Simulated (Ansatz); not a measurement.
A single-point calculation of In3GaP4, ordered on the zincblende lattice (P-43m) with 8 atoms a cell with Ansatz, at the level PBE0. The cell was relaxed beforehand with r2SCAN.

```yaml
crystal:
  lattice:
    - [5.7923851478, 0.0, 0.0]
    - [0.0, 5.7923851478, 0.0]
    - [0.0, 0.0, 5.7923851478]
  atoms:
    - { symbol: Ga, position: [0.0, 0.0, 0.0] }
    - { symbol: P, position: [0.2388565428, 0.2388565428, 0.2388565428] }
    - { symbol: In, position: [0.5, 0.5, 0.0] }
    - { symbol: P, position: [0.7611434572, 0.7611434572, 0.2388565428] }
    - { symbol: In, position: [0.5, 0.0, 0.5] }
    - { symbol: P, position: [0.7611434572, 0.2388565428, 0.7611434572] }
    - { symbol: In, position: [0.0, 0.5, 0.5] }
    - { symbol: P, position: [0.2388565428, 0.7611434572, 0.7611434572] }
kpoints:
  mp_grid: { grid: [4, 4, 4] }
  band_path:
    path: [[0.0, 0.0, 0.0], [0.0, 0.5, 0.0], [0.5, 0.5, 0.0], [0.5, 0.5, 0.5]]
    npoints: 1
hamiltonian:
  xc: pbe0
scf:
  occupations: { method: fixed }
  n_extra_bands: 6
output:
  forces: true
  stress: true
  eigenvalues: true
```

The output follows, shortened, with numbered blanks.
```
Functional definition: PBE0
Crystal: 8 atoms, lattice volume = 194.345 Å³
Basis set: ecut = 420 eV, 3791 PW (Γ)
Bands: 42, of which v1, the nominal top of the filled ones, is band 36 counted from 1 (35 counted from 0)
Symmetry: 24 space group operations
Space group: P-43m (ITA 215)
k-points: 10 of 64 (time reversal used)
[warm-up without exact exchange]
SCF 1 stopped early in 4 iterations: F = -23601.407953 eV  dr2 = 3.52e-5
[exact exchange on]
preconditioner: auto → none  [insulator: Δε(μ)=2.060 eV  ℏωp=22.6 eV]
SCF 2 stopped early in 6 iterations: F = -23614.654853 eV  dr2 = 1.17e-5
hybrid outer 1: dexx = +4.603e-2 eV, tail = 8.37e-5 eV
SCF 3 converged in 6 iterations: F = -23614.654392 eV  dr2 = 8.85e-10
hybrid outer 2: dexx = +5.052e-6 eV, tail = 4.18e-8 eV, Δε = 3.25e-3 eV, ΔF = 6.16e-4 eV/Å
hybrid SCF converged: 2 outer / 12 inner (+4 warm-up)
Free energy (F): -23614.654392 eV
Fermi energy:    6.078464 eV
--- Forces (eV/Å), atoms counted from 1 ---
[1]
--- Stress (GPa, compression-positive) ---
       -0.270568       0.000000       0.000000
        0.000000      -0.270568       0.000000
        0.000000       0.000000      -0.270568
  P = ⅓ Tr σ = -0.2706 GPa (-2.706 kbar)
--- Band table (eV; the first three rows and the last of 10) ---
  k-point 0: bands = […, 3.5766, 3.5766, 3.5766, 6.0785, 6.0785, 6.0785, 8.2525, 9.1208, 9.1208, 9.1208, …]
  k-point 1: bands = […, 3.1067, 3.7531, 3.7531, 4.5235, 5.5346, 5.5346, 9.2497, 9.6810, 10.0583, 10.1050, …]
  k-point 2: bands = […, 2.7684, 2.8413, 4.3364, 4.3364, 4.6933, 4.6933, 9.8109, 9.8647, 10.6482, 10.9512, …]
  k-point 9: bands = […, 4.7081, 5.1040, 5.1040, 5.1040, 5.2327, 5.2327, 8.5313, 9.0749, 9.0749, 9.0749, …]
```

Q: Fill in the blanks. They hold the forces.

A:
```
[1]
  atom   1  Ga      0.00000      0.00000      0.00000
  atom   2  P       0.04364      0.04364      0.04364
  atom   3  In      0.00000      0.00000      0.00000
  atom   4  P     -0.04364    -0.04364      0.04364
  atom   5  In      0.00000      0.00000      0.00000
  atom   6  P     -0.04364      0.04364    -0.04364
  atom   7  In      0.00000      0.00000      0.00000
  atom   8  P       0.04364    -0.04364    -0.04364
```

With PBE0 the gap is 2.17 eV and direct, at Γ. Edges are sought over the mesh and the listed points. The mean stress, -0.3 GPa, is small, and the program warns that its thresholds are loose for a hybrid's stress. The largest force is 0.08 eV/Å.

Run as `ansatz run input.yaml --threads 4 --pin off --max-ram 6451MiB --backend cpu --events-out ev --progress --plain --runs-dir out`. Wall time 63 s on 4 threads of AMD EPYC 9B45 (Zen 5), on a shared host, load about 0.3 per core; peak host memory 3.7 GiB.

The calculation is spin-unpolarised, and the structure need not be a phase that has been made.

No spin-orbit coupling is included; it can move band edges with weight on the heavy atoms by tenths of an eV.

The meshes of the hybrids are coarse, so their gaps aren't converged to the digits shown.
